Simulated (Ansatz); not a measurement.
Relaxed GaAs (zinc blende):

```
CELL_PARAMETERS angstrom
      0.00000     5.74558     5.74558
      2.87279     0.00000     2.87279
      2.87279     2.87279     0.00000
ATOMIC_POSITIONS crystal
  As 0.37500 0.75000 0.75000
  As 0.87500 0.75000 0.75000
  Ga 0.00000 0.00000 0.00000
  Ga 0.50000 0.00000 0.00000
```

Level of theory: PBE (plane waves to 420 eV, PAW, scalar-relativistic; Ansatz, a first-principles code). k mesh 4×8×8 (Γ-centred), Fermi-Dirac smearing 0.05 eV. As the smearing reaches across the gap at some points, energies and forces of such displacements shift with the k mesh and the smearing. GaAs was relaxed with its symmetry unable to fall.

One atom of the cell was then moved (with its periodic images), all else fixed, and the forces (eV/Å) came out as:

```csv
atom,Fx,Fy,Fz
As1,0.081,-0.225,-0.225
As2,-1.383,-1.096,-1.096
Ga3,1.203,1.351,1.351
Ga4,0.099,-0.030,-0.030
```

### Question
Which atom was moved, and by which vector (Å)?

### Answer
Ga3, by (-0.12, -0.12, -0.12), 0.20 Å in all.

(For displaced atoms, the force is minus the slope of the energy, and its curvature is a force constant, which sets phonon frequencies.)
